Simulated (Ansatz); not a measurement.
Notes on YbIn₂Au

```
CELL_PARAMETERS angstrom
2.25549 5.32531 0.00000
2.25549 -5.32531 0.00000
0.00000 0.00000 -7.47245
ATOMIC_POSITIONS crystal
Au 0.78901 0.21099 0.75000
Au 0.21099 0.78901 0.25000
In 0.36479 0.63521 0.94911
In 0.63521 0.36479 0.44911
In 0.63521 0.36479 0.05089
In 0.36479 0.63521 0.55089
Yb 0.07562 0.92438 0.75000
Yb 0.92438 0.07562 0.25000
```

The numbers come from plane-wave PAW DFT (Ansatz): r2SCAN, collinear spin, 500 eV, 5×5×3 Γ-centred k points, fermi-dirac occupations (width 0.1 eV). Nothing was relaxed.

The state carries no moments; the state need not be the lowest.

Metal or insulator?

It is a metal, with about 4.4 states/eV a cell as the mean within 0.25 eV of the Fermi level, mostly Yb f (33 %), In p (29 %) and Yb d (25 %).

Describe some of the short contacts.

Au–In at 2.78 Å: least valence density 0.33 e/Å³ and ELF 0.31 there. In–In at 2.98 Å: least valence density 0.22 e/Å³ and ELF 0.33 there. Au–Yb at 3.05 Å: least valence density 0.19 e/Å³ and ELF 0.11 there. These are pseudo-fields; inside the PAW spheres they differ from the all-electron ones.

Is the cell too large or too small?

The pressure is 2.8 GPa (compression positive), so with the atoms held at these fractions the cell would first expand.

Which atom feels the largest force, and which way?

The largest is on In3 (and as large on other atoms): 0.29 eV/Å, components (0.00, 0.28, -0.11). It makes 105° with the line to a nearest neighbour, Au2 at 2.78 Å.

Origin: a database entry at a rescaled volume. Caveats: the input typed no starting moments; the k mesh is coarse if the cell is a metal; f levels without a U or exact exchange are poorly placed.
